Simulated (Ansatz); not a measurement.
The relaxed structure here is a generated cell of Si2W: the first start was made by placing the elements on the sites of a structure type, and the end was not matched to a known phase here, so it may be hypothetical. Known forms of Si2W include space group No. 139.

One starting cell of Si₂W (a generated trial cell of Si2W in the C54 structure type) was relaxed twice with Ansatz (plane waves, PAW, scalar-relativistic): with r2SCAN at 500 eV and with PBE at 420 eV. The r2SCAN result:

```cif
data_Si4W2
_chemical_formula_sum 'Si4 W2'
_space_group_name_H-M_alt 'P 1'
_space_group_IT_number 1
_cell_length_a 5.96106
_cell_length_b 5.02265
_cell_length_c 4.54580
_cell_angle_alpha 76.891
_cell_angle_beta 55.147
_cell_angle_gamma 47.963
loop_
_space_group_symop_operation_xyz
  'x, y, z'
loop_
_atom_site_label
_atom_site_type_symbol
_atom_site_fract_x
_atom_site_fract_y
_atom_site_fract_z
_atom_site_occupancy
Si1 Si 0.66423 0.33577 0.66423 1
Si2 Si 0.33577 0.66423 0.33577 1
Si3 Si 0.58577 0.91423 0.58577 1
Si4 Si 0.91423 0.58577 0.91423 1
W1 W 0.00000 0.00000 0.00000 1
W2 W 0.25000 0.25000 0.25000 1
```

| quantity | r2SCAN | PBE |
|---|---|---|
| space group | Fddd | Fddd |
| volume (Å³/atom) | 13.37 | (withheld) |
| a (Å) | 4.551 | (withheld) |
| b (Å) | 7.870 | (withheld) |
| c (Å) | 8.955 | (withheld) |
| gap (eV, no spin-orbit coupling) | 0.00 | (withheld) |

### Question
What does PBE give for the same quantities?

### Answer

- volume (Å³/atom), PBE: 13.65
- a (Å), PBE: 4.591
- b (Å), PBE: 7.948
- c (Å), PBE: 8.975
- gap (eV, no spin-orbit coupling), PBE: 0.00

Both levels end in the same structure; PBE's volume is 2.1 % larger. Neither column is exact.

No spin polarisation in the result.

The run could not lose the symmetry of its start, so the end can be a saddle point.

Ansatz is a first-principles code.
